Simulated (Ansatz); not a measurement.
MgS:
```
CELL_PARAMETERS angstrom
      4.02764     0.00000     0.00000
     -2.01382     3.48804     0.00000
      0.00000     0.00000     6.42017
ATOMIC_POSITIONS crystal
  Mg 0.66667 0.33333 0.49642
  Mg 0.33333 0.66667 0.99642
  S  0.33333 0.66667 0.37857
  S  0.66667 0.33333 0.87857
```

Tensor components refer to the Cartesian frame of this cell.

Question: Give the proper piezoelectric stress tensor with relaxed ions from the program Ansatz at the PBEsol level (PAW).

Answer: In C/m², rows x, y, z, Voigt columns; mesh uncertainty up to 0.00.
```
 0.00   0.00   0.00   0.00  -0.19   0.00
 0.00   0.00   0.00  -0.19   0.00   0.00
-0.27  -0.27   0.68   0.00   0.00   0.00
```

The elastic tensor of the same run (GPa):

```json
[
 {"": "1", "1": "84.3", "2": "49.7", "3": "43.6", "4": "0.0", "5": "0.0", "6": "0.0"},
 {"": "2", "1": "49.7", "2": "84.3", "3": "43.6", "4": "0.0", "5": "0.0", "6": "0.0"},
 {"": "3", "1": "43.6", "2": "43.6", "3": "77.1", "4": "0.0", "5": "0.0", "6": "0.0"},
 {"": "4", "1": "0.0", "2": "0.0", "3": "0.0", "4": "17.7", "5": "0.0", "6": "0.0"},
 {"": "5", "1": "0.0", "2": "0.0", "3": "0.0", "4": "0.0", "5": "17.7", "6": "0.0"},
 {"": "6", "1": "0.0", "2": "0.0", "3": "0.0", "4": "0.0", "5": "0.0", "6": "17.3"}
]
```

Question: Convert to strain constants d = e·S.

Answer: In pC/N:
```
  0.0    0.0    0.0    0.0  -11.0    0.0
  0.0    0.0    0.0  -11.0    0.0    0.0
 -7.8   -7.8   17.6    0.0    0.0    0.0
```

Space group P6_3mc (wurtzite). The workflow started from a Materials Project entry (that database holds measured and hypothetical structures alike); the Crystallography Open Database copy checked does not list it. COD files the formula under space group No. 225, so this cell is another polymorph or a model. Whether it is the stable phase at ambient conditions was not checked. The PBEsol relaxation kept the symmetry of its start; phonons on a q-mesh show no instability.

Potentials: the later of the program's two PAW sets.
